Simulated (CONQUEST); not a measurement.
Consider a self-consistent single point of Si (I4_1/amd, 8 atoms in the cell; from Materials Project mp-149, changed as shown).

```xyz
8
Lattice="5.3533 0.0000 0.0000 0.0000 5.2998 0.0000 0.0000 0.0000 5.3533" Properties=species:S:1:pos:R:3 pbc="T T T"
Si     1.3383     3.9749     1.3383
Si     0.0000     0.0000     2.6767
Si     1.3383     1.3250     4.0150
Si     0.0000     2.6499     0.0000
Si     4.0150     3.9749     4.0150
Si     2.6767     0.0000     0.0000
Si     4.0150     1.3250     1.3383
Si     2.6767     2.6499     2.6767
```

Level of theory: CONQUEST with PBE, numerical atomic orbitals double-zeta with polarisation (the shipped basis), PseudoDojo norm-conserving potentials made for PBE.

CONQUEST settings:

- basis = DZP
- Diag.MPMeshX, Y, Z = 3 3 3
- potentials = PseudoDojo norm-conserving PBE
- Grid.GridCutoff = 70 Ha
- DM.SolutionMethod = diagon
- Diag.SmearingType = 1
- Diag.kT = 0.000367 Ha
- Diag.GammaCentred = true
- Diag.MPOrder = 0
- minE.SCTolerance = 1.0e-07
- SC.MaxIters = 100
- SC.LinearMixingFactor = 0.3
- AtomMove.TypeOfRun = static

Results:

* **Number of valence electrons**: 32
* **Number of bands**: 104
* **Number of k-points after the program's reduction**: 14
* **Size of the basis**: 104
* **Number of SCF iterations**: 6
* **FFT grid**: 40 × 40 × 40
* **Free energy E − TS**: -919.7298 eV
* **Pressure**: 8.89 GPa

For comparison: a first run was changed to give this one (lattice vector b scaled by 0.99), and from it to this one the free energy rises by 10.2 meV/atom and the pressure goes from 7.71 to 8.89 GPa.

The program uses no crystal symmetry, so grid and mesh can part values that symmetry would make equal. The atom-centred basis is finite, which shifts total energies and pressures against plane waves. The structure comes from a collection of computed structures, made at another level of theory; the collection holds predicted forms beside known ones. Its lattice was then scaled.

Cost on one core: around 28 core-seconds (rough).
